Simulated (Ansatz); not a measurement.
Level: PBEsol, no spin polarisation; 420 eV; 9×9×9 Γ-centred mesh; fermi-dirac occupations (width 0.1 eV); Ansatz 0.2.0, fixed geometry.

Computed maps in the lattice plane spanned by b (left to right, 3.81 Å, 12 points from zero) and c (bottom to top, 3.81 Å, 12 points from zero), 90° apart, at height 0.000 along a. The fields are smooth PAW ones with compensation charges, not the true ones near nuclei.

Valence density. Digits on a logarithmic scale: 0 up to 0.03 e/Å³, each further digit a factor of 1.6, 9 from 1.3 e/Å³ up:
```
999867776899
999655555699
886544444568
765433333456
875433233457
975432223457
875433233457
765433333456
886544444568
999655555699
999867776899
999878987899
```

ELF. Ten even steps from '0' (0.06) to '9' (0.99):
```
665238983256
553235753235
322222222222
433210001233
985200000258
997200000279
985200000258
433210001233
322222222222
553235753235
665238983256
665349994356
```

The cell is LaH3Pt. Which atoms lie within 0.2 Å of this plane, and where (fractions of b and c)?

Pt at (0.00, 0.00), H at (0.50, 0.00), H at (0.00, 0.50). The whole cell:
```yaml
crystal:
  lattice:
    - [3.80864, 0.00000, 0.00000]
    - [0.00000, 3.80864, 0.00000]
    - [0.00000, 0.00000, 3.80864]
  atoms:
    - { symbol: Pt, position: [0.00000, 0.00000, 0.00000] }
    - { symbol: H, position: [0.50000, 0.00000, 0.00000] }
    - { symbol: H, position: [0.00000, 0.50000, 0.00000] }
    - { symbol: H, position: [0.00000, 0.00000, 0.50000] }
    - { symbol: La, position: [0.50000, 0.50000, 0.50000] }
```

Origin: a known structure type with other elements, at an estimated volume, so it need not be a known compound. Caveats: f levels without a U or exact exchange are poorly placed.
